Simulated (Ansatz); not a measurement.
The calculation used DFT PBE, scalar-relativistic, plane waves, PAW in Ansatz. All cells share a 420 eV cutoff and Γ-centred k meshes spaced about 0.3 Å⁻¹ or finer (0.25 for metals, 2π included). No spin polarisation in the final relaxations.

These are static total energies at zero pressure. All come from trial cells, and lower structures may exist.

Problem. Order these relaxed structures of Ti₃H₂ by energy, lowest first, with the energy over the lowest of them.
1.

```xyz
10
Lattice="5.1511 0.0000 0.0000 -2.5755 4.4610 0.0000 0.0000 0.0000 4.7738" Properties=species:S:1:pos:R:3 pbc="T T T"
Ti   -1.7402    3.0140    3.5804
Ti    1.6708    0.0000    1.1935
Ti    1.7402    3.0140    1.1935
Ti   -0.8354    1.4469    1.1935
Ti    0.8354    1.4469    3.5804
Ti    3.4803    0.0000    3.5804
H     2.5755    1.4870    2.3869
H     0.0000    2.9740    2.3869
H     0.0000    2.9740    0.0000
H     2.5755    1.4870    0.0000
```

2.

```xyz
5
Lattice="-1.4739 1.4739 6.5975 1.4739 -1.4739 6.5975 1.4739 1.4739 -6.5975" Properties=species:S:1:pos:R:3 pbc="T T T"
Ti    0.0000    0.0000    8.6448
Ti    0.0000    0.0000    4.5502
Ti    0.0000    0.0000    0.0000
H     0.0000    1.4739    3.2988
H     1.4739    0.0000    3.2988
```

3.

```xyz
5
Lattice="2.9853 0.0000 0.0000 -1.4927 2.5854 0.0000 0.0000 0.0000 7.5120" Properties=species:S:1:pos:R:3 pbc="T T T"
Ti    0.0000    1.7236    2.6370
Ti    1.4927    0.8618    4.8750
Ti    0.0000    0.0000    0.0000
H     0.0000    1.7236    0.7160
H     1.4927    0.8618    6.7961
```

Solution. 3 (0 meV/atom), 2 (27 meV/atom), 1 (51 meV/atom). Forms: 3 P-3m1; 2 I4/mmm; 1 P6_3/mcm. Counting H atoms around Ti (those within 1.25 times the shortest such distance or 1.15 times the sum of covalent radii, 1.27 where that leaves under three; the shortest distance is added where it exceeds 1.18 times the sum of covalent radii; a slash parts the counts of unlike sites): cell 3 has Ti 1/6; cell 2 has Ti 4/8 from 3.6 Å; cell 1 has Ti 4.

With hydrogen, zero-point motion can shift such differences by 10 meV/atom or more. With atoms moved at random, I4/mmm came back. The P-3m1 cell has imaginary phonons, to 29i cm⁻¹ on its k mesh, which in a cell without a gap can be an artefact. Without a clear test, and held by symmetry: P6_3/mcm. Some candidate types were left out of the draw beforehand, so a known form may be missing.
